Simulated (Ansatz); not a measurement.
**SiO2 (P4_2/mnm), frozen normal mode**

Method: Ansatz, DFT r2SCAN, scalar-relativistic, plane waves, PAW. The runs took a 500 eV cutoff, a Γ-centred 6×6×8 mesh and Gaussian smearing (0.05 eV). No spin polarisation. Energies are free energies at this smearing, counted from the undisturbed cell; pressure is positive in compression.

Reference structure (relaxed at this level; this rutile-type form isn't the usual structure):

```yaml
crystal:
  lattice:
    - [4.18541, 0.00000, 0.00000]
    - [0.00000, 4.18541, 0.00000]
    - [0.00000, 0.00000, 2.66874]
  atoms:
    - { symbol: Si, position: [0.50000, 0.50000, 0.50000] }
    - { symbol: Si, position: [0.00000, 0.00000, 0.00000] }
    - { symbol: O, position: [0.69389, 0.69389, 0.00000] }
    - { symbol: O, position: [0.19389, 0.80611, 0.50000] }
    - { symbol: O, position: [0.30611, 0.30611, 0.00000] }
    - { symbol: O, position: [0.80611, 0.19389, 0.50000] }
```

A zone-centre mode of this cell is frozen in: each atom moves by x times its row below, so x is the largest displacement.
```
atom ux uy uz
 Si1  0.000  0.000   1.000
 Si2  0.000  0.000   1.000
  O3  0.000  0.000  -0.878
  O4  0.000  0.000  -0.878
  O5  0.000  0.000  -0.878
  O6  0.000  0.000  -0.878
```

x (Å), ΔE (meV/cell) and a bar:
```
  -0.2000     3613.8 ##############################
  -0.1000      849.2 #######
   0.0000        0.0
   0.0250       52.0
   0.0500      208.9 ##
   0.0750      473.2 ####
   0.1250     1342.9 ###########
   0.1500     1961.9 ################
   0.1750     2715.5 #######################
```

By symmetry 0.2000 repeats -0.2000, -0.1500 repeats 0.1500, 0.1000 repeats -0.1000, -0.0500 repeats 0.0500 in energy, with the opposite slope along the path.